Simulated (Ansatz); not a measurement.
**Profile along the Sn–Sn line in Sn (beta-Sn type, space group I4_1/amd)**

Sn (beta-Sn type, space group I4_1/amd)

```cif
data_Sn4
_chemical_formula_sum 'Sn4'
_space_group_name_H-M_alt 'I41/amd :1'
_space_group_IT_number 141
_space_group_name_Hall 'I 4bw 2bw -1bw'
_cell_length_a 5.94710
_cell_length_b 5.94710
_cell_length_c 3.21219
_cell_angle_alpha 90.000
_cell_angle_beta 90.000
_cell_angle_gamma 90.000
loop_
_atom_site_label
_atom_site_type_symbol
_atom_site_symmetry_multiplicity
_atom_site_Wyckoff_symbol
_atom_site_fract_x
_atom_site_fract_y
_atom_site_fract_z
_atom_site_occupancy
Sn1 Sn 4 a 0.00000 0.00000 0.00000 1
```
(The calculation used a cell of 2 atoms; values per cell refer to that cell.)

Fields along a shortest Sn–Sn line of a (100) plane (3.08 Å), from Sn to Sn, interpolated on the slice's grid (step about 0.2 Å). The numbers are results of PBE (plane waves to 420 eV, PAW, scalar-relativistic; Ansatz, a first-principles code), not measurements. k mesh 16×16×16. Near the nuclei the fields are pseudised (PAW); where an atom keeps semicore shells as valence, they peak there. Sn was relaxed with its symmetry unable to fall. The PAW data are Ansatz's earlier set.

```json
[
 {"distance from Sn (Å)": "0.00", "valence electron density (e/Å³)": "12.74", "electron localisation function": "x"},
 {"distance from Sn (Å)": "0.15", "valence electron density (e/Å³)": "11.78", "electron localisation function": "x"},
 {"distance from Sn (Å)": "0.31", "valence electron density (e/Å³)": "9.32", "electron localisation function": "x"},
 {"distance from Sn (Å)": "0.46", "valence electron density (e/Å³)": "6.27", "electron localisation function": "x"},
 {"distance from Sn (Å)": "0.62", "valence electron density (e/Å³)": "3.49", "electron localisation function": "0.12"},
 {"distance from Sn (Å)": "0.77", "valence electron density (e/Å³)": "1.52", "electron localisation function": "0.24"},
 {"distance from Sn (Å)": "0.92", "valence electron density (e/Å³)": "0.68", "electron localisation function": "0.32"},
 {"distance from Sn (Å)": "1.08", "valence electron density (e/Å³)": "0.40", "electron localisation function": "0.35"},
 {"distance from Sn (Å)": "1.23", "valence electron density (e/Å³)": "0.30", "electron localisation function": "0.42"},
 {"distance from Sn (Å)": "1.39", "valence electron density (e/Å³)": "0.25", "electron localisation function": "0.50"},
 {"distance from Sn (Å)": "1.54", "valence electron density (e/Å³)": "0.23", "electron localisation function": "0.53"},
 {"distance from Sn (Å)": "1.69", "valence electron density (e/Å³)": "0.25", "electron localisation function": "0.50"},
 {"distance from Sn (Å)": "1.85", "valence electron density (e/Å³)": "0.30", "electron localisation function": "0.42"},
 {"distance from Sn (Å)": "2.00", "valence electron density (e/Å³)": "0.40", "electron localisation function": "0.35"},
 {"distance from Sn (Å)": "2.16", "valence electron density (e/Å³)": "0.67", "electron localisation function": "0.32"},
 {"distance from Sn (Å)": "2.31", "valence electron density (e/Å³)": "1.52", "electron localisation function": "0.24"},
 {"distance from Sn (Å)": "2.46", "valence electron density (e/Å³)": "3.49", "electron localisation function": "0.12"},
 {"distance from Sn (Å)": "2.62", "valence electron density (e/Å³)": "6.28", "electron localisation function": "x"},
 {"distance from Sn (Å)": "2.77", "valence electron density (e/Å³)": "9.32", "electron localisation function": "x"},
 {"distance from Sn (Å)": "2.93", "valence electron density (e/Å³)": "11.78", "electron localisation function": "x"},
 {"distance from Sn (Å)": "3.08", "valence electron density (e/Å³)": "12.61", "electron localisation function": "x"}
]
```

x: too close to a nucleus for the ELF to mean much.

Density on the Sn–Sn line (3.08 Å) at its midpoint: 0.23 e/Å³. ELF at that point: 0.53. ELF maximum in the middle third of the Sn–Sn line: 0.53, 1.5 Å from Sn.
